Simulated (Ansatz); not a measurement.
A trial cell of NbAl2C2, before relaxation:

Space group Cmmm (No. 65). a = 5.681 Å, b = 6.049 Å, c = 4.517 Å, α = 90.00°, β = 90.00°, γ = 90.00°
```csv
atom,site,symmetry,x,y,z
Al,4j,m2m,0.5000,0.7849,0.5000
Nb,2d,mmm,0.0000,0.0000,0.5000
C,4k,mm2,0.0000,0.0000,0.1217
```

Theory: DFT PBE, scalar-relativistic, plane waves, PAW in Ansatz. Cutoff 420 eV, Gaussian smearing, Γ-centred meshes. Cell and atoms relax first on a coarse mesh and then on a finer one. In between, the cell is made exact in the group found at 0.06 Å. In metals the finer mesh still leaves noise of several meV/atom or more. The steps can't lower the symmetry of their start. No spin polarisation in the relaxation; trial moments died out in a coarse test.

A guess keeps its type if space group and coordination stay and the shape of the cell changes little (axis ratios within about 15 %, angles within 6°); the volume may change.

Q: Will the relaxed cell still be of the starting type?

A: It doesn't keep its type. The symmetry goes from Cmmm (No. 65) to P6/mmm (No. 191). The volume per atom grows by 36.7 %, from 15.5 to 21.2 Å³. The shortest distance goes from 1.10 Å (C–C) to 1.30 Å (C–C). Counting neighbours within 15 % of an atom's shortest distance, the start has Al 1, C 1, Nb 4 and the end Al 6, C 1, Nb 2. In detail, at the end around Al lie 3 Al at 2.73 Å, 3 Nb at 2.73 Å and 6 C at 3.44 Å; Nb has 2 C at 2.09 Å and 6 Al at 2.73 Å; C has 1 C at 1.30 Å, 1 Nb at 2.09 Å, 1 Nb at 3.39 Å and 6 Al at 3.44 Å.

```cif
data_structure
_symmetry_space_group_name_H-M 'P 1'
_symmetry_Int_Tables_number 1
_cell_length_a 4.7303
_cell_length_b 4.7303
_cell_length_c 5.4743
_cell_angle_alpha 90.000
_cell_angle_beta 90.000
_cell_angle_gamma 120.000
_cell_volume 106.08
loop_
_atom_site_label
_atom_site_type_symbol
_atom_site_fract_x
_atom_site_fract_y
_atom_site_fract_z
_atom_site_occupancy
Al1 Al 0.33333 0.66667 0.50000 1
Al2 Al 0.66667 0.33333 0.50000 1
Nb1 Nb 0.00000 0.00000 0.50000 1
C1 C 0.00000 0.00000 0.11879 1
C2 C 0.00000 0.00000 0.88121 1
```

Energies over the elements count from the elements' standard structures at the same level, with no fitted energy shifts.

Q: At what energy does it end?

A: +0.81 eV/atom. It can't be a ground state, since the elements alone are lower.

The last run used a 12×12×8 mesh (in the run's order of axes) for its 5-atom cell and Gaussian smearing of 0.10 eV. The reference form of C is held partly by dispersion forces, which this level lacks. Symmetry constrained the relaxation, so the result can be a saddle point. Another cell of NbAl2C2 relaxed alike, in P-6m2, lies 0.48 eV/atom lower, so this cell isn't the stable form at this level.
